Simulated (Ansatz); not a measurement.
A geometry of CsPbBr₃ away from equilibrium: step 46 of the relaxation of a relaxed CsPbBr3 cell, doubled along one cell vector, shaken by Gaussian noise of σ = 0.08 Å a coordinate. Level of theory: PBEsol (plane waves to 420 eV, PAW, scalar-relativistic; Ansatz, a first-principles code). Γ-centred k-mesh 2×4×4 on the run's cell (coarser than for final values), Fermi–Dirac smearing 0.05 eV. The plane waves were selected for a different cell earlier on the path.

```xyz
10
Lattice="11.6603 -0.0489 0.0053 -0.0244 5.8954 0.0208 0.0028 0.0223 5.8656" Properties=species:S:1:pos:R:3 pbc="T T T"
Br     0.2950     2.9658    -0.9315
Br     6.7222     2.9335    -1.3144
Br     0.8432     0.2511     1.8734
Br     9.4133     0.0520    -1.4604
Br     3.4697     5.3277    -1.0759
Br     6.6067     0.1893     1.6317
Cs     2.9854     3.2141     1.9003
Cs     9.0572     2.9995     1.7208
Pb     0.5819    -0.0180     4.7886
Pb     6.3973    -0.0406     4.5793
```
Spin-polarised start, with parallel moments on Pb.

### Question
Give the Cartesian forces on all atoms (eV/Å).

### Answer
```
atom     Fx     Fy     Fz
----  -----  -----  -----
Br1    0.07   0.01   0.00
Br2   -0.04   0.03   0.02
Br3    0.00  -0.02  -0.01
Br4   -0.32  -0.06   0.00
Br5    0.14   0.01  -0.01
Br6   -0.02  -0.06   0.00
Cs7    0.05  -0.04  -0.02
Cs8    0.02  -0.01  -0.01
Pb9   -0.05   0.11   0.00
Pb10   0.15   0.03   0.02
```

The path ends in Cc (No. 9). No spin polarisation in the result: the starting moments vanished.

The end of the path is a generated cell of CsPbBr3: the first start was made by a random draw of sites in a space group, and the end was not matched to a known phase here, so it may be hypothetical. Known forms of CsPbBr3 include space group No. 62, 221.
